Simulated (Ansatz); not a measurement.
## Zone-centre phonons of YB₃: input and output

Theory: DFT PBEsol, scalar-relativistic, plane waves, PAW (Ansatz 0.2.0).

It can be run as:
```bash
ansatz run input.yaml --threads 1 --pin off --backend cpu --events-out ev --progress --plain --runs-dir out  # memory cap (--max-ram) not shown
```

Input (bare energies are in eV):
```yaml
crystal:
  lattice:
    - [3.5558313917, 0.0, 0.0]
    - [0.0, 3.5558313917, 0.0]
    - [0.0, 0.0, 3.5558313917]
  atoms:
    - { symbol: "Y", position: [0.0, 0.0, 0.0] }
    - { symbol: B, position: [0.0, 0.5, 0.5] }
    - { symbol: B, position: [0.5, 0.0, 0.5] }
    - { symbol: B, position: [0.5, 0.5, 0.0] }
basis:
  ecutwfc: 420
kpoints:
  mp_grid: { grid: [12, 12, 12] }
hamiltonian:
  xc: pbesol
scf:
  occupations: { method: fermi_dirac, width: 0.15 }
output:
  eigenvalues: true
phonons:
  method: dfpt
  eigenvectors: true
```

The end of the output:
```
--- Phonons (Γ-DFPT): 3 representative perturbations + reference, on 343 of 1728 k-points (Σ response iterations 9) ---
  k mesh reduced under 8 symmetry operations, with k and −k counted as one. Each operation leaves every solved displacement unchanged or reverses it
  ASR residual: 6.573e-5 → 0.000e0 eV/Å²; symmetrization residual: 1.030e-6 eV/Å²
  ASR residual per site (eV/Å²): 1.63e-5 6.57e-5 6.57e-5 6.57e-5
  Γ frequencies (cm⁻¹): -431.56 -431.56 -431.56 0.00 0.00 0.00 348.37 348.37 348.37 497.50 497.50 497.50
  non-analytic LO–TO correction: not included (Born effective charges unavailable; polar crystals: no LO–TO splitting at Γ)
```

Its imaginary modes show that this cell, built by swapping an element in a database structure, isn't a minimum of the energy. In a metal, frequencies and elastic constants depend on the k mesh and the smearing, soft modes and shear constants most.

Negative frequencies stand for imaginary ones: the cell is unstable against these modes.